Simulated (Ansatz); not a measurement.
The start is a generated cell, CsVBr3 placed in the AFLOW prototype AB3C_hR10_148_c_f_c (as in TiFeO3). The structure is fully relaxed (lattice and positions, P = 0) with r2SCAN (plane waves to 500 eV, PAW, scalar-relativistic; Ansatz, an electronic-structure program). The first steps use a coarse 4×4×4 k-mesh.

The start:
```
CELL_PARAMETERS angstrom
      3.70906     2.14143     6.84485
     -3.70906     2.14143     6.84485
      0.00000    -4.28285     6.84485
ATOMIC_POSITIONS crystal
  V  0.35537 0.35537 0.35537
  V  0.64463 0.64463 0.64463
  Br 0.22174 0.56249 0.95095
  Br 0.95095 0.22174 0.56249
  Br 0.56249 0.95095 0.22174
  Br 0.77826 0.43751 0.04905
  Br 0.04905 0.77826 0.43751
  Br 0.43751 0.04905 0.77826
  Cs 0.14640 0.14640 0.14640
  Cs 0.85360 0.85360 0.85360
```
Spin-polarised start, with parallel moments on V.

Task: How large is the pressure on the unrelaxed cell, and of which sign?

Result: +8.9 GPa (positive: the cell is compressed).

Task: Which atoms feel the largest initial force, and how large is it?

Result: 5.03 eV/Å, on Br3, Br4, Br5, Br6, Br7, Br8 (atoms numbered as listed).

Task: What does it relax into? Give the structure.

Result: 
```cif
data_Br18Cs6V6
_chemical_formula_sum 'V6 Br18 Cs6'
_space_group_name_H-M_alt 'R-3 :H'
_space_group_IT_number 148
_space_group_name_Hall '-R 3'
_cell_length_a 7.11619
_cell_length_b 7.11619
_cell_length_c 24.20476
_cell_angle_alpha 90.000
_cell_angle_beta 90.000
_cell_angle_gamma 120.000
loop_
_atom_site_label
_atom_site_type_symbol
_atom_site_symmetry_multiplicity
_atom_site_Wyckoff_symbol
_atom_site_fract_x
_atom_site_fract_y
_atom_site_fract_z
_atom_site_occupancy
V1 V 6 c 0.00000 0.00000 0.33379 1
Br1 Br 18 f 0.37879 0.00077 0.06150 1
Cs1 Cs 6 c 0.00000 0.00000 0.15223 1
```
(The calculation used a cell of 10 atoms; values per cell refer to that cell.)

The space group stays R-3 (No. 148) (the run could not lower it), with 10 atoms in the primitive magnetic cell. Final values are on a 6×6×6 k-mesh of the relaxed cell. Spin state reached: ferromagnetic (net 0.60 μB/atom), from parallel starting moments; other spin orders were not run from this start. The d or f electrons are treated with no Hubbard U.

The run could not lose the symmetry of its start, so the end can be a saddle point.

The relaxed structure here is a generated cell of CsVBr3: the first start was made by placing the elements on the sites of a structure type, and the end was not matched to a known phase here, so it may be hypothetical.
